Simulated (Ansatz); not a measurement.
# WC (WC type, space group P-6m2): scan of one atom of the cell

Starting cell, WC (WC type, space group P-6m2):

```yaml
crystal:
  lattice:
    - [2.92196, 0.00000, 0.00000]
    - [-1.46098, 2.53050, 0.00000]
    - [0.00000, 0.00000, 2.84728]
  atoms:
    - { symbol: W, position: [0.00000, 0.00000, 0.00000] }
    - { symbol: C, position: [0.66667, 0.33333, 0.50000] }
```

Scan: atom 2 (C, nearest neighbour W at 2.207 Å; its periodic images, 2.8 Å or more away, move with it) is displaced towards the nearest neighbour, direction (-0.662, -0.382, -0.645) in Cartesian axes, by s. The other atoms stay.

The numbers are results of PBE (plane waves to 420 eV, PAW, scalar-relativistic; Ansatz, a quantum-chemistry and plane-wave program), not measurements. k mesh 15×15×13 (Γ-centred), Fermi-Dirac smearing 0.05 eV. Energies are smeared free energies. Stress and pressure are positive under compression. Left out: 1 of 11 points, with atoms too close for the PAW data. With partly filled bands, energies and forces of such displacements shift with the k mesh and the smearing. F∥ is the force on the atom along that direction. F⊥ is the part of the force across the line. Spin-orbit coupling is left out, though W is heavy. The PAW data are Ansatz's earlier set. WC is run without spin polarisation. WC was relaxed with its symmetry unable to fall. ΔE is measured from the undisplaced structure.

```json
[
 {"s (Å)": "-0.440", "ΔE (meV/cell)": "1389", "|F⊥| (eV/Å)": "1.208", "F∥ (eV/Å)": "6.365", "P (GPa)": "31.9"},
 {"s (Å)": "-0.352", "ΔE (meV/cell)": "883", "|F⊥| (eV/Å)": "0.635", "F∥ (eV/Å)": "5.099", "P (GPa)": "20.6"},
 {"s (Å)": "-0.264", "ΔE (meV/cell)": "493", "|F⊥| (eV/Å)": "0.232", "F∥ (eV/Å)": "3.770", "P (GPa)": "11.7"},
 {"s (Å)": "-0.176", "ΔE (meV/cell)": "218", "|F⊥| (eV/Å)": "0.030", "F∥ (eV/Å)": "2.486", "P (GPa)": "5.3"},
 {"s (Å)": "-0.088", "ΔE (meV/cell)": "55", "|F⊥| (eV/Å)": "0.040", "F∥ (eV/Å)": "1.239", "P (GPa)": "1.3"},
 {"s (Å)": "0.000", "ΔE (meV/cell)": "0", "|F⊥| (eV/Å)": "0.000", "F∥ (eV/Å)": "0.000", "P (GPa)": "0.0"},
 {"s (Å)": "0.088", "ΔE (meV/cell)": "57", "|F⊥| (eV/Å)": "0.094", "F∥ (eV/Å)": "-1.308", "P (GPa)": "1.4"},
 {"s (Å)": "0.176", "ΔE (meV/cell)": "236", "|F⊥| (eV/Å)": "0.201", "F∥ (eV/Å)": "-2.815", "P (GPa)": "5.7"},
 {"s (Å)": "0.264", "ΔE (meV/cell)": "561", "|F⊥| (eV/Å)": "0.272", "F∥ (eV/Å)": "-4.631", "P (GPa)": "13.3"},
 {"s (Å)": "0.352", "ΔE (meV/cell)": "1066", "|F⊥| (eV/Å)": "0.267", "F∥ (eV/Å)": "-6.952", "P (GPa)": "24.6"}
]
```

What the scan shows:

Energy at s = 0.352 Å: 1066 meV/cell
Force along the line at s = -0.440 Å: 6.36 eV/Å
Symmetry of the curve: not even: the positive side lies higher at ±0.352 Å
Shape of the curve: a single well with its minimum at or next to zero displacement
Force constant k = d²E/ds² at s = 0 (finite differences): 14.3 eV/Å²
Harmonic estimate at the end of the scan: ½ks² = 884 meV/cell against the computed 1066 meV/cell, so the well is stiffer than harmonic there

(For displaced atoms, the force is minus the slope of the energy, and its curvature is a force constant, which sets phonon frequencies.)
